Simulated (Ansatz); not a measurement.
The elements of this relaxed trial crystal are hidden behind letters.

```
lattice vectors (Å)
  -2.9965    2.9965    5.9891
   2.9965   -2.9965    5.9891
   2.9965    2.9965   -5.9891
fractional positions
X 0.8851 0.3708 0.0000
X 0.3708 0.8851 0.0000
X 0.1149 0.1149 0.4857
X 0.6292 0.6292 0.5143
Z 0.5000 0.5000 0.0000
Q 0.7500 0.2500 0.5000
Q 0.2500 0.7500 0.5000
Q 0.0000 0.0000 0.0000
```

Theory: DFT PBE, scalar-relativistic, plane waves, PAW (Ansatz 0.2.0). Cutoff 420 eV, Γ-centred 6×6×6 mesh (8-atom cell), Gaussian smearing of 0.02 eV, no spin polarisation.

- Space group: I-42m (No. 121)
- Conventional cell: a = 5.993 Å, c = 11.978 Å
- Volume per atom: 26.89 Å³
- Density: 4.82 g/cm³
- Energy over the elements: −0.649 eV/atom
- Gap on the 6×6×6 mesh of the 8-atom cell: 0.89 eV

Energies are uncorrected and count from the elements' standard states at the same level.

**Question.** X is a d-block element of period 5, Z is a p-block element of period 4 and Q is a p-block element of period 3. Which elements are they?

**Answer.** X = Cd, Z = Se, Q = S, so the formula is Cd4SeS3. Density times volume gives a mean mass of 4.82 × 26.89/1.6605 = 78.1 u per atom, and this set has 78.1 u. Cd is surrounded by 3 S at 2.57–2.58 Å and 1 Se at 2.66 Å; around Se lie 4 Cd at 2.66 Å; S on a site of symmetry -4 has 4 Cd at 2.58 Å; 1 more site not described. Other sets within the hints have nearly the same mass, so mass alone doesn't settle it; this one was computed.

Kohn–Sham gaps at this level usually fall short of measured ones. A later test with randomly moved atoms came back to the same energy, though modes that don't fit the test's cell weren't probed.
